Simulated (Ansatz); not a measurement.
The start is a relaxed Y2Si cell, doubled along one cell vector, shaken by Gaussian noise of σ = 0.08 Å a coordinate. The structure is fully relaxed (lattice and positions, P = 0) with r2SCAN (plane waves to 500 eV, PAW, scalar-relativistic; Ansatz, a program for electronic structure). The first steps use a coarse 4×4×3 k-mesh.

The start:
```
Y2Si
1.0
    6.68307     0.00000     0.00000
    0.00000     6.68307     0.00000
    0.00000     0.00000     8.41577
Si Y
4 8
Direct
  0.99525   0.01681   0.00070
  0.00436   0.01684   0.50366
  0.52150   0.48021   0.24267
  0.50572   0.49888   0.75380
  0.28204   0.28902   0.98201
  0.30394   0.30115   0.49330
  0.80846   0.20851   0.25063
  0.80914   0.20564   0.74798
  0.21446   0.79463   0.25028
  0.20753   0.79285   0.73933
  0.70886   0.71858   0.00813
  0.72828   0.72708   0.48820
```

* **Largest initial force**: about 1.6 eV/Å, on Y12 (atoms numbered as listed)
* **Volume change**: -16.6 %, from 31.32 to 26.12 Å³/atom
* **Relative to the parent**: It does not go back: it reaches Cmcm (No. 63), 0.24 eV/atom below the parent
* **Shortest distances (start → end)**: The closest pairs of elements (up to four, under 3.6 Å), start → end: Si–Y 2.64 → 2.92 Å; Y–Y 3.77 → 3.21 Å
* **Band gap at the end**: no gap (metallic)
* **Optimiser moves**: 25

It ends as:

Space group Cmcm (No. 63); a = 4.1865 Å, b = 11.6577 Å, c = 6.4225 Å, α = β = γ = 90.00°

```csv
atom,site,symmetry,x,y,z
Si,4c,m2m,0.0000,0.1152,0.2500
Y,4b,2/m..,0.0000,0.5000,0.0000
Y,4c,m2m,0.0000,0.2099,0.7500
```
(The calculation used a cell of 6 atoms; values per cell refer to that cell.)

Final values are on a 12×12×7 k-mesh of the relaxed cell. No spin polarisation in the result.

The relaxed structure here is a generated cell of Y2Si: the first start was made by placing the elements on the sites of a structure type, and the end was not matched to a known phase here, so it may be hypothetical.
